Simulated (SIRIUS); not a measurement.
Consider a self-consistent single point of ZrSi2 (Cmcm, 12 atoms in the cell; from Materials Project mp-1515, changed as shown).

```
CELL_PARAMETERS angstrom
      3.60981     0.00000     0.00000
      0.00000    14.57372     0.00000
      0.00000     0.00000     3.59978
ATOMIC_POSITIONS crystal
  Zr 0.00000 0.10591 0.25000
  Zr 0.50000 0.39409 0.75000
  Zr 0.50000 0.60591 0.25000
  Zr 0.00000 0.89409 0.75000
  Si 0.50000 0.05146 0.75000
  Si 0.00000 0.44854 0.25000
  Si 0.50000 0.24975 0.25000
  Si 0.00000 0.25025 0.75000
  Si 0.00000 0.55146 0.75000
  Si 0.50000 0.94854 0.25000
  Si 0.00000 0.74975 0.25000
  Si 0.50000 0.75025 0.75000
```

Computed with PBEsol, PseudoDojo 0.4 standard norm-conserving PBEsol (tails mended) pseudopotentials (plane waves; SIRIUS).

SIRIUS settings:

- parameters.ngridk: 4 2 4
- parameters.xc_functionals: [XC_GGA_X_PBE_SOL, XC_GGA_C_PBE_SOL]
- parameters.gk_cutoff: 8.124 1/bohr
- parameters.pw_cutoff: 16.249 1/bohr
- parameters.smearing: fermi_dirac
- parameters.smearing_width: 0.00367493 Ha
- potentials: PseudoDojo 0.4 standard norm-conserving PBEsol (tails mended) pseudopotentials
- parameters.electronic_structure_method: pseudopotential
- parameters.num_bands: 48
- parameters.num_mag_dims: 0
- parameters.num_dft_iter: 100
- parameters.energy_tol: 1e-07 Ha
- parameters.density_tol: 1e-06
- mixer.type: broyden2
- mixer.beta: 0.5
- mixer.use_hartree: false

Results:

Number of valence electrons: 80
Number of bands: 48
Number of k-points after the program's reduction: 18
Number of plane waves (most at a k-point): 11624
Number of SCF iterations: 28
FFT grid: 40 × 150 × 40
Free energy E − TS: -6437.2562 eV
Fermi level (on the code's own zero): 13.44 eV
Pressure: 5.84 GPa
Largest force (vector length): 0.378 eV/Å

Forces (eV/Å):
```json
[
 {"atom": "Zr1", "Fx": "0.000", "Fy": "-0.122", "Fz": "0.000"},
 {"atom": "Zr2", "Fx": "0.000", "Fy": "0.122", "Fz": "0.000"},
 {"atom": "Zr3", "Fx": "0.000", "Fy": "-0.122", "Fz": "0.000"},
 {"atom": "Zr4", "Fx": "0.000", "Fy": "0.122", "Fz": "0.000"},
 {"atom": "Si5", "Fx": "0.000", "Fy": "0.378", "Fz": "0.000"},
 {"atom": "Si6", "Fx": "0.000", "Fy": "-0.378", "Fz": "0.000"},
 {"atom": "Si7", "Fx": "0.000", "Fy": "-0.022", "Fz": "0.000"},
 {"atom": "Si8", "Fx": "0.000", "Fy": "0.022", "Fz": "0.000"},
 {"atom": "Si9", "Fx": "0.000", "Fy": "0.378", "Fz": "0.000"},
 {"atom": "Si10", "Fx": "0.000", "Fy": "-0.378", "Fz": "0.000"},
 {"atom": "Si11", "Fx": "0.000", "Fy": "-0.022", "Fz": "0.000"},
 {"atom": "Si12", "Fx": "0.000", "Fy": "0.022", "Fz": "0.000"}
]
```

Stress (GPa, positive for compression):
```
7.03  0.00  0.00
0.00  2.25  0.00
0.00  0.00  8.24
```

For comparison: a first run was changed to give this one (lattice scaled by 0.98), and from it to this one the free energy rises by 7.9 meV/atom, the pressure goes from -2.84 to 5.84 GPa and the largest force goes from 0.155 to 0.378 eV/Å.

The structure comes from a collection of computed structures, made at another level of theory; the collection holds predicted forms beside known ones. No clean gap shows at this smearing width and mesh (spacing up to 0.44 Å⁻¹); the mesh is coarse for partly filled bands, so the values carry mesh errors.

Cost on one core: about 8 core-minutes (a rough figure).

“Tails mended”: in these copies of the files the far tail of each local potential was reset to the Coulomb form.
